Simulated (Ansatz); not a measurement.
Here is the system:

SiO2:
```
CELL_PARAMETERS angstrom
      0.00000     4.38140    -2.47884
      0.00000     4.38140     2.47884
      8.25280     0.00000     0.00000
ATOMIC_POSITIONS crystal
  Si 0.33996 0.33099 0.93736
  Si 0.66901 0.66004 0.06264
  Si 0.33996 0.33099 0.56264
  Si 0.66901 0.66004 0.43736
  O  0.60366 0.39634 0.00000
  O  0.60366 0.39634 0.50000
  O  0.46436 0.96792 0.54309
  O  0.03208 0.53564 0.45691
  O  0.46436 0.96792 0.95691
  O  0.03208 0.53564 0.04309
  O  0.57511 0.73919 0.25000
  O  0.26081 0.42489 0.75000
```

This is the LDA-relaxed structure. x, y and z are the axes in which the lattice vectors are written.

**Question.** All from LDA (plane waves, PAW; program Ansatz), unless another level is named. Estimate the highest zone-centre frequency (without LO–TO term).

**Answer.** 1206 cm⁻¹.

**Question.** Predict the vibrational entropy at 300 K.

**Answer.** 14.8 J/(K·mol of atoms).

**Question.** And the piezoelectric stress constants (proper, relaxed ions, C/m²)?

**Answer.** e15 = 0.08, e24 = -0.13, e31 = 0.02, e32 = -0.07.

Space group Ama2. The workflow started from a Materials Project entry (that database holds measured and hypothetical structures alike); the Crystallography Open Database copy checked does not list it. It is not the phase usual at ambient conditions (space group No. 92, 152, 154). The LDA relaxation kept the symmetry of its start; phonons on a q-mesh show no instability.

Potentials: the later of the program's two PAW sets.
